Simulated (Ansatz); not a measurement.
## How far is PAW off for Ga?

```yaml
crystal:
  lattice:
    - [1.43550, -4.02435, 0.00000]
    - [1.43550, 4.02435, 0.00000]
    - [0.00000, 0.00000, 3.17000]
  atoms:
    - { symbol: Ga, position: [0.86700, 0.13300, 0.25000] }
    - { symbol: Ga, position: [0.13300, 0.86700, 0.75000] }
```

Atom numbers follow the list: Ga1, Ga2.

The geometry is COD entry 9012485, unchecked; take it as a test cell. The listed cell was then made from it by scaling, straining or moving an atom.

Levels of theory: DFT, LDA, PAW with Ansatz's default frozen-core files, scalar-relativistic (Ansatz 0.2.0); DFT, LDA, all-electron PAW with datasets made for the crystal, scalar-relativistic (Ansatz 0.2.0); DFT, LDA, all-electron LAPW, scalar-relativistic (Ansatz 0.2.0).

For PAW: a Γ-centred 12×12×10 k mesh, Fermi–Dirac smearing of 0.08 eV, cutoff 420 eV, no spin polarisation; the PAW files were made with PBE, and the program remakes their frozen cores for this functional. The crystal-made all-electron datasets (AE datasets) take a cutoff of 260 eV at this cell. LAPW targets a basis error of 1 meV/atom. The Ansatz runs share mesh, smearing and spin set-up. Plane-wave (PAW) pressures include the program's estimate of the Pulay term.

Stress and pressure are positive in compression.

The change that made this cell: equal xx and yy strain of -1 %.

In a metal, gradients converge slowly with the k mesh: the values move by tens of per cent from one mesh to another, at times in sign, so only the comparison on one mesh counts.

```
                             quantity    PAW  AE datasets   LAPW
                       pressure (GPa)  -2.97        -2.93  -2.92
                      stress xx (GPa)  -5.09        -5.05  -5.05
                      stress yy (GPa)  -2.18        -2.13  -2.13
                      stress zz (GPa)  -1.64        -1.60  -1.59
               force on Ga1, y (eV/Å)  0.187        0.186  0.186
field gradient Vzz at Ga1 (10²¹ V/m²)  -2.86        -2.86      –
```

PAW's pressure differs from the LAPW value by -0.05 GPa. Datasets made for the crystal and LAPW share parts of one code, so their agreement isn't an independent check.
